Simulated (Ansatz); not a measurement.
SnO2:
```cif
data_O4Sn2
_chemical_formula_sum 'Sn2 O4'
_space_group_name_H-M_alt 'P 1'
_space_group_IT_number 1
_cell_length_a 4.76921
_cell_length_b 4.76921
_cell_length_c 3.21199
_cell_angle_alpha 90.000
_cell_angle_beta 90.000
_cell_angle_gamma 90.000
loop_
_space_group_symop_operation_xyz
  'x, y, z'
loop_
_atom_site_label
_atom_site_type_symbol
_atom_site_fract_x
_atom_site_fract_y
_atom_site_fract_z
_atom_site_occupancy
Sn1 Sn 0.00000 0.00000 0.00000 1
Sn2 Sn 0.50000 0.50000 0.50000 1
O1 O 0.80629 0.80629 0.50000 1
O2 O 0.19371 0.19371 0.50000 1
O3 O 0.30629 0.69371 0.00000 1
O4 O 0.69371 0.30629 0.00000 1
```

Relaxed with PBEsol. DFT-PBEsol in the program Ansatz with PAW potentials gives a gap of 0.92 eV.

### Question
What gap does HSE06 give on the same cell (Ansatz, PAW)?

### Answer
2.75 eV, 1.83 eV more. The hybrid was solved on a coarser mesh and at special points; its gap is the smallest among all of these.

```tsv
k	v1 PBEsol	c1 PBEsol	v1 HSE06	c1 HSE06
Γ	0.00	0.92	0.00	2.75
Z	-1.24	5.88	[?]	[?]
M	-0.89	4.54	[?]	[?]
A	-0.82	4.56	[?]	[?]
R	-0.73	6.15	[?]	[?]
X	-0.63	4.14	-0.58	6.10
```

### Question
Top valence (v1) and lowest conduction level (c1) in eV from each method's valence maximum (which need not be a listed point): supply the withheld HSE06 values.

### Answer

- M, v1 HSE06: -0.95
- M, c1 HSE06: 6.59
- R, v1 HSE06: -0.51
- R, c1 HSE06: 8.38
- A, v1 HSE06: -0.88
- A, c1 HSE06: 6.62
- Z, v1 HSE06: -1.32
- Z, c1 HSE06: 8.09

Cost on shared cores: the PBEsol run (SCF on a 6×6×9 mesh, then bands and DOS) about 30 core-seconds (a rough figure), the HSE06 run (SCF on 4×4×5, then a few points) about 2.6 core-minutes (a rough figure); the tasks are unlike.

Space group P4_2/mnm (rutile). The PBEsol relaxation kept the symmetry of its start. Scalar-relativistic: spin–orbit coupling is off unless named, which matters more the heavier the elements.

Potentials: the later of the program's two PAW sets.
